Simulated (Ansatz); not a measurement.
The numbers come from plane-wave PAW DFT (Ansatz): PBE, no spin polarisation, 420 eV, 7×7×7 Γ-centred k points, fermi-dirac occupations (width 0.1 eV). Nothing was relaxed.

Computed maps in the lattice plane spanned by b (left to right, 4.38 Å, 13 points from zero) and c (bottom to top, 5.38 Å, 16 points from zero), 90° apart, at height 0.000 along a. The fields are smooth PAW ones with compensation charges, not the true ones near nuclei.

Valence density. Digits on a logarithmic scale: 0 up to 0.03 e/Å³, each further digit a factor of 1.6, 9 from 1.3 e/Å³ up:
```
6776543235667
6789874468887
6799996589998
6799996699998
5699996699997
4578877779985
2345676676653
2234565565432
2356676676543
4589977778875
5799996699996
6899996699997
6899985699997
6788864478987
6766532345677
4665422224566
```

ELF. Ten even steps from '0' (0.00) to '9' (0.83):
```
0475420013564
3799981069997
2698993199897
1694693297388
1598993399897
0289985489995
0024561166531
0001320023100
0135661165420
0599984589982
1798993399895
1883792396496
2798991399896
3799960189997
0465310024574
0031000000130
```

Problem. The cell is BNO3. Which atoms lie within 0.2 Å of this plane, and where (fractions of b and c)?

Solution. B at (0.00, 0.00), B at (0.50, 0.50), O at (0.75, 0.75), O at (0.26, 0.75), O at (0.25, 0.25), O at (0.74, 0.25). The whole cell:
```
B N O
1.0
     1.78293   -3.99984    0.00000
     0.00000    2.39729   -3.66477
     5.37809    0.00000    0.00000
B N O
2 2 6
Direct
  0.00000 0.00000 0.00000
  0.00000 0.50000 0.50000
  0.50000 0.75000 0.75000
  0.50000 0.25000 0.25000
  0.98600 0.75000 0.75000
  0.50000 0.23600 0.75000
  0.01400 0.26400 0.75000
  0.01400 0.25000 0.25000
  0.50000 0.76400 0.25000
  0.98600 0.73600 0.25000
```

Origin: a known structure type with other elements, at an estimated volume, so it need not be a known compound. Caveats: many states at the Fermi level without spin polarisation, so a magnetic state may lie lower.
